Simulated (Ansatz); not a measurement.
An Ansatz input for Si₃N₄

```yaml
crystal:
  lattice:
    - [0.0, 3.83825, 3.83825]
    - [3.83825, 0.0, 3.83825]
    - [3.83825, 3.83825, 0.0]
  atoms:
    - { symbol: Si, position: [0.125, 0.125, 0.125] }
    - { symbol: Si, position: [0.625, 0.125, 0.125] }
    - { symbol: Si, position: [0.125, 0.125, 0.625] }
    - { symbol: Si, position: [0.125, 0.625, 0.125] }
    - { symbol: Si, position: [0.5, 0.5, 0.5] }
    - { symbol: Si, position: [0.75, 0.75, 0.75] }
    - { symbol: "N", position: [0.8824, 0.8824, 0.8824] }
    - { symbol: "N", position: [0.8972, 0.3676, 0.3676] }
    - { symbol: "N", position: [0.8824, 0.8824, 0.3528] }
    - { symbol: "N", position: [0.3676, 0.8972, 0.3676] }
    - { symbol: "N", position: [0.3528, 0.8824, 0.8824] }
    - { symbol: "N", position: [0.3676, 0.3676, 0.3676] }
    - { symbol: "N", position: [0.8824, 0.3528, 0.8824] }
    - { symbol: "N", position: [0.3676, 0.3676, 0.8972] }
kpoints:
  mp_grid: { grid: [0, 6, 6] }
scf:
  occupations: { method: fermi_dirac, width: 0.02 }
  max_iter: 75
hamiltonian:
  xc: pbe
  pseudopotentials: { kind: paw }
output:
  forces: true
  stress: true
  populations: true
  efg:
    quadrupole_moments_barn: { "N": 0.02044 }
    contact_densities: true
```

```sh
ansatz run input.yaml --threads 1 --pin off --max-ram 2560MiB --backend cpu --events-out ev --progress --plain --runs-dir out
```

**Question.** What happens when this input is run?

**Answer.** The program refused the input. The input holds a mesh with a zero. The program says:

```
Error: invalid value for `kpoints.mp_grid.grid`: each dimension must be in 1..=255
```

Against a sound input the change was `kpoints.mp_grid.grid`: [6, 6, 6] → [0, 6, 6]; `scf.max_iter`: not typed → 75.

With the sound settings the run converges and gives V_zz (10²¹ V/m²) Si1 0.21 (η 0.00), N 2.81 (η 0.00), and under 0.004 at the other sites; a site carries the number of its first atom in the input. At this cell the PBE pressure is 14 GPa, so with PBE the cell would grow if it were relaxed. The entry's cell may itself be off.
